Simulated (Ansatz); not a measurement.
With PBEsol (plane waves, PAW; program Ansatz), RuN$_{3}$ in the ReO3 type structure (Pm-3m) relaxes to a = 3.775 Å. Ru has 6 nearest neighbours from 1.89 Å (octahedral); N has 2 nearest neighbours from 1.89 Å (linear). Its formation energy from the elements is 160 kJ/mol of atoms, with no fitted shifts.

Electronic character: metallic (no gap). The magnetic state found is ferromagnetic. The net moment is 0.07 μB per atom.

An equation-of-state fit gives a bulk modulus of 2040 kbar.

The start of the workflow was typed in or built on a structure type; neither database checked (COD, Materials Project) lists it. Whether it is the stable phase at ambient conditions was not checked. The cell was relaxed with PBEsol under the symmetry of its start; its stability against distortions is not shown here. Magnetic state: ferromagnetic, the only order run, not a proven ground state. The cell computed holds one magnetic atom, so no antiferromagnetic order was within reach. Its formation energy is positive at this level, so the cell may be metastable or incomplete. No Hubbard U is applied. The references are the lowest solids computed at this level, not always the standard phases (solids in place of the gases). Spin–orbit coupling is left out wherever it is not named.

Potentials: the earlier of the program's two PAW sets. The files were generated under PBE; for other functionals the program regenerates the frozen cores, and for LDA and PBEsol the local potential too.
